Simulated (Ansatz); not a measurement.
Question: Zn (hcp (Mg type), P6_3/mmc) is relaxed with DFT-r²SCAN in the program Ansatz with PAW potentials. What lattice parameters of the conventional cell result?

Answer: a = 2.596 Å, c = 4.978 Å.

The cell was relaxed with r²SCAN under the symmetry of its start; of distortions, only those at the zone centre were tested. Axis ratios of metals converge slowly with the k-mesh, so a and c are less sure than the volume.

Potentials: the earlier of the program's two PAW sets.
